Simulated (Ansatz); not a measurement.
Data:

GePd2:
```cif
data_Ge3Pd6
_chemical_formula_sum 'Ge3 Pd6'
_space_group_name_H-M_alt 'P 1'
_space_group_IT_number 1
_cell_length_a 6.70392
_cell_length_b 6.70392
_cell_length_c 3.47513
_cell_angle_alpha 90.000
_cell_angle_beta 90.000
_cell_angle_gamma 120.000
loop_
_space_group_symop_operation_xyz
  'x, y, z'
loop_
_atom_site_label
_atom_site_type_symbol
_atom_site_fract_x
_atom_site_fract_y
_atom_site_fract_z
_atom_site_occupancy
Ge1 Ge 0.66667 0.33333 0.00000 1
Ge2 Ge 0.33333 0.66667 0.00000 1
Ge3 Ge 0.00000 0.00000 0.50000 1
Pd1 Pd 0.60785 0.00000 0.50000 1
Pd2 Pd 0.39215 0.39215 0.50000 1
Pd3 Pd 0.00000 0.60785 0.50000 1
Pd4 Pd 0.00000 0.26840 0.00000 1
Pd5 Pd 0.26840 0.00000 0.00000 1
Pd6 Pd 0.73160 0.73160 0.00000 1
```

This is the r²SCAN-relaxed structure.

Problem. All from r²SCAN (plane waves, PAW; program Ansatz), unless another level is named. Predict the electronic character.

Solution. metallic (no gap).

Problem. Predict the formation energy from the elements (no fitted shifts).

Solution. -51 kJ/mol-atom.

Problem. Give the density of states at the Fermi level.

Solution. 0.20 states/eV per atom (mean over ±0.08 eV).

Space group P-62m. The workflow started from a Materials Project entry (that database holds measured and hypothetical structures alike); the Crystallography Open Database copy checked does not list it. Whether it is the stable phase at ambient conditions was not checked. Symmetry was held in the r²SCAN relaxation; whether a distortion lowers the energy is not shown. No spin polarisation was allowed. The references are the lowest solids computed at this level, not always the standard phases. Scalar-relativistic: spin–orbit coupling is off unless named, which matters more the heavier the elements.

Potentials: the later of the program's two PAW sets.
